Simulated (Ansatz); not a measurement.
TaN:
```
TaN
1.0
    5.20181     0.00000     0.00000
   -2.60091     4.50490     0.00000
    0.00000     0.00000     2.90811
Ta N
3 3
Cartesian
  0.00000   0.00000   0.00000
  0.00000   3.00327   1.45406
  2.60091   1.50163   1.45406
  2.04072   0.00000   0.00000
  1.58055   2.73759   0.00000
 -1.02036   1.76732   0.00000
```

Relaxed with r²SCAN. Special points in fractions of this cell's reciprocal vectors: Γ (0.000, 0.000, 0.000); M (0.500, 0.000, 0.000); K (0.333, 0.333, 0.000); A (0.000, 0.000, 0.500); L (0.500, 0.000, 0.500); H (0.333, 0.333, 0.500).

### Question
List the band energies nearest the Fermi level at these points for r²SCAN (plane waves, PAW; program Ansatz).

### Answer
In eV from the Fermi level; about four levels below and three above (degenerate sets whole), none deeper than 8.9 eV; points with the same levels are listed once.

```csv
k,below,above
Γ,-3.62 -2.03 -1.01 -1.01,0.72 0.72 1.83
M,-4.21 -4.21 -3.02 -2.77,1.29 1.94 2.03
K,-4.36 -4.07 -2.75 -2.75,1.27 1.83 1.83
A,-4.84 -4.84 -4.66 -3.04 -3.04,1.95 1.96 1.96
L,-4.33 -3.42 -2.14 -1.02,0.51 1.53 3.36
H,-4.34 -4.34 -2.68 -2.68 -1.92,2.59 2.59 2.61
```

Space group P-62m. The r²SCAN relaxation kept the symmetry of its start. No spin polarisation was allowed. Scalar-relativistic: spin–orbit coupling is off unless named, which matters more the heavier the elements.

Potentials: the later of the program's two PAW sets.
